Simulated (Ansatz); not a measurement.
Input:

ZrC (rock salt)

```
CELL_PARAMETERS angstrom
      0.00000     4.70874     4.70874
      2.35437     2.35437     4.70874
      2.35437     2.35437     0.00000
ATOMIC_POSITIONS crystal
  C  0.00000 0.00000 0.00000
  C  0.50000 0.00000 0.00000
  Zr 0.00000 0.50000 0.50000
  Zr 0.50000 0.50000 0.50000
```

The atoms are displaced by Q × the pattern below (from a DFPT mode at X = (0.5, 0.5, 0.0), largest move 1; Q in Å), at fixed cell. (q is in reciprocal vectors of the primitive cell; the cell shown is doubled to hold the pattern.)

```tsv
atom	x	y	z
C1	0.000	0.000	1.000
C2	0.000	0.000	-1.000
Zr3	0.000	0.000	0.018
Zr4	0.000	0.000	-0.018
```

Computed with PBE (plane waves to 420 eV, PAW, scalar-relativistic; Ansatz, a program for electronic structure). k mesh 17×17×17 (Γ-centred), Fermi-Dirac smearing 0.05 eV. The energy includes the smearing's −TS. With partly filled bands, energies and forces of such displacements shift with the k mesh and the smearing. ZrC is run without spin polarisation. ZrC was relaxed with its symmetry unable to fall. ΔE is measured from the undisplaced structure.

The scan covers Q from -0.180 to 0.180 Å in 13 points.

Problem. Which space group does the distorted structure have?

Solution. P4/nmm (No. 129), lowered from Fm-3m.

Problem. Is this a single well or a double well?

Solution. A single well with its minimum at or next to zero displacement.

Problem. What is the energy change at Q = 0.180 Å?

Solution. 415 meV/cell.

Problem. What harmonic wavenumber does the curvature at Q = 0 give?

Solution. 532 cm⁻¹.

(A displaced cell: forces are minus the slopes of the energy, force constants its curvatures, and phonons follow from these.)
